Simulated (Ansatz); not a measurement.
Ta₂SiN:
```
Ta2SiN
1.0
    3.22301     0.00000     0.00000
   -1.61151     2.79121     0.00000
    0.00000     0.00000    12.00974
Si Ta N
2 4 2
Cartesian
  0.00000   1.86081   9.00731
  1.61151   0.93040   3.00244
  0.00000   1.86081   1.15055
  1.61151   0.93040   7.15542
  1.61151   0.93040  10.85919
  0.00000   1.86081   4.85432
  0.00000   0.00000   0.00000
  0.00000   0.00000   6.00487
```

This is the r²SCAN-relaxed structure. Tensor components refer to the Cartesian frame of this cell.

Problem. All from r²SCAN in the plane-wave PAW code Ansatz, unless another level is named. Give the Poisson's ratio.

Solution. 0.33.

Problem. Predict the elastic constants (relaxed ions, GPa).

Solution. C11 = 292, C12 = 186, C13 = 213, C33 = 378, C44 = 182.

Space group P6_3/mmc. The start of the workflow was typed in or built on a structure type; neither database checked (COD, Materials Project) lists it. Whether it is the stable phase at ambient conditions was not checked. Symmetry was held in the r²SCAN relaxation; whether a distortion lowers the energy is not shown. No spin polarisation was allowed. As this level gives no gap, shear constants depend on the k-mesh and smearing (Fermi–Dirac, 0.1 eV here). Spin–orbit coupling is left out wherever it is not named.

Potentials: the later of the program's two PAW sets.
